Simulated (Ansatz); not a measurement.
WSe$_{2}$ (anatase, I4_1/amd), plane-wave PAW r²SCAN (Ansatz code), all energies at zero smearing, with the estimated change up to a 700 eV cutoff added, with one set of potentials and settings (totals compare only within such a set). Cell of 6 atoms (2 W, 4 Se): -42706.656 eV.

```json
[
 {"element": "W", "reference phase": "Im-3m, 1 atoms in the cell", "E (eV/atom)": "-10397.2967"},
 {"element": "Se", "reference phase": "P3_121, 3 atoms in the cell", "E (eV/atom)": "-5478.1269"}
]
```

Formation energy per atom, worked out: (-42706.656 − 2×(-10397.2967) − 4×(-5478.1269))/6 = 0.074 eV/atom (7 kJ per mol of atoms), at 0 K, without zero-point energy or fitted corrections.

The cell is a constructed one: a structure type filled with these elements; neither database checked (COD, Materials Project) lists it. It is not the phase usual at ambient conditions (space group No. 194). The r²SCAN relaxation kept the symmetry of its start; its stability against distortions is not shown here. No spin polarisation was allowed. The references are the lowest solids computed at this level, not always the standard phases. Spin–orbit coupling is left out wherever it is not named.

Potentials: the later of the program's two PAW sets.
